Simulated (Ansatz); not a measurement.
KCl:
```cif
data_Cl4K4
_chemical_formula_sum 'K4 Cl4'
_space_group_name_H-M_alt 'Fm-3m'
_space_group_IT_number 225
_space_group_name_Hall '-F 4 2 3'
_cell_length_a 6.07622
_cell_length_b 6.07622
_cell_length_c 6.07622
_cell_angle_alpha 90.000
_cell_angle_beta 90.000
_cell_angle_gamma 90.000
loop_
_atom_site_label
_atom_site_type_symbol
_atom_site_symmetry_multiplicity
_atom_site_Wyckoff_symbol
_atom_site_fract_x
_atom_site_fract_y
_atom_site_fract_z
_atom_site_occupancy
K1 K 4 a 0.00000 0.00000 0.00000 1
Cl1 Cl 4 b 0.50000 0.50000 0.50000 1
```
(The calculation used a cell of 2 atoms; values per cell refer to that cell.)

This is the LDA-relaxed structure.

Question: All from plane-wave PAW LDA (Ansatz code), unless another level is named. Give the formation energy from the elements (no fitted shifts).

Answer: -1.99 eV/atom.

Question: And the electron effective mass?

Answer: 0.41 mₑ (isotropic).

Question: Predict the hole effective mass, band 3 of 3 at the edge.

Answer: 0.56 along [100], 0.65 along [110], 0.69 along [111] (mₑ).

Question: What about the hole effective mass, band 1 of 3 at the edge?

Answer: 4.4 along [100], 4.4 along [110], 2.5 along [111] (mₑ).

Question: Give the valence-band maximum.

Answer: at Γ.

The LDA relaxation kept the symmetry of its start; phonons on a q-mesh show no instability. The references are the lowest solids computed at this level, not always the standard phases (solids in place of the gases).

Potentials: the later of the program's two PAW sets.

Edges and masses are those of Kohn–Sham bands, whose gap is no quasiparticle gap.
